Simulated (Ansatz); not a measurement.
In:
```yaml
crystal:
  lattice:
    - [0.00000, 3.28275, 3.28275]
    - [3.28275, 0.00000, 3.28275]
    - [3.28275, 3.28275, 0.00000]
  atoms:
    - { symbol: In, position: [0.00000, 0.00000, 0.00000] }
    - { symbol: In, position: [0.25000, 0.25000, 0.25000] }
```

Relaxed with plane-wave PAW PBEsol (Ansatz code). Indices refer to the conventional cell of Fd-3m, a = b = c = 6.566 Å, α = β = γ = 90.00°.

Simulate the powder diffraction pattern (Cu Kα, λ = 1.54184 Å; lines above 1 %) up to 2θ = 90°.

Simulated powder pattern, Cu Kα, λ = 1.54184 Å (kinematic, ideal powder, no thermal factors, no anomalous dispersion; the 30 strongest lines at most, above 1 %, up to 2θ = 90°):

```json
[
 {"2θ (°)": "23.47", "d (Å)": "3.791", "I/Imax (%)": "100", "hkl": "(111)"},
 {"2θ (°)": "38.79", "d (Å)": "2.321", "I/Imax (%)": "80", "hkl": "(220)"},
 {"2θ (°)": "45.84", "d (Å)": "1.980", "I/Imax (%)": "49", "hkl": "(311)"},
 {"2θ (°)": "56.03", "d (Å)": "1.641", "I/Imax (%)": "13", "hkl": "(400)"},
 {"2θ (°)": "61.57", "d (Å)": "1.506", "I/Imax (%)": "20", "hkl": "(331)"},
 {"2θ (°)": "70.23", "d (Å)": "1.340", "I/Imax (%)": "26", "hkl": "(422)"},
 {"2θ (°)": "75.20", "d (Å)": "1.264", "I/Imax (%)": "14", "hkl": "(511)+(333)"},
 {"2θ (°)": "83.25", "d (Å)": "1.161", "I/Imax (%)": "8.3", "hkl": "(440)"},
 {"2θ (°)": "88.00", "d (Å)": "1.110", "I/Imax (%)": "15", "hkl": "(531)"}
]
```

The start of the workflow was typed in or built on a structure type; neither database checked (COD, Materials Project) lists it. It is not the phase usual at ambient conditions (space group No. 139). The cell was relaxed with PBEsol under the symmetry of its start. At this level the phase is mechanically unstable. The volume moved by -16 % from the start of the relaxation.

Potentials: the later of the program's two PAW sets.
